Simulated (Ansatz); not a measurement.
SnC:
```xyz
2
Lattice="0.0000 2.5438 2.5438 2.5438 0.0000 2.5438 2.5438 2.5438 0.0000" Properties=species:S:1:pos:R:3 pbc="T T T"
Sn     0.0000     0.0000     0.0000
C      1.2719     1.2719     1.2719
```

Relaxed with PBE. Special points in fractions of this cell's reciprocal vectors: Γ (0.000, 0.000, 0.000); X (0.500, 0.000, 0.500); U (0.625, 0.250, 0.625); K (0.375, 0.375, 0.750); L (0.500, 0.500, 0.500); W (0.500, 0.250, 0.750).

List the band energies nearest the valence-band maximum at these points for DFT-PBE in the program Ansatz with PAW potentials.

In eV from the valence-band maximum; about four levels below and three above (degenerate sets whole), none deeper than 8.9 eV; … stands for higher levels left out; points with the same levels are listed once.

```csv
k,below,above
Γ,0.00 0.00 0.00,0.62 …
X,-7.25 -2.94 -2.94,1.30 3.33 9.11
U,-7.03 -4.43 -2.43,2.57 5.12 8.50
L,-7.43 -1.16 -1.16,2.05 6.41 6.41
W,-7.00 -3.99 -3.81,4.29 5.41 6.67
```

Space group F-43m (zinc blende). The start of the workflow was typed in or built on a structure type; neither database checked (COD, Materials Project) lists it. Its standing as an ambient phase is unchecked. Symmetry was held in the PBE relaxation; its stability against distortions is not shown here. Its formation energy is positive at this level, so the cell may be metastable or incomplete. Scalar-relativistic: spin–orbit coupling is off unless named, which matters more the heavier the elements.

Potentials: the earlier of the program's two PAW sets.
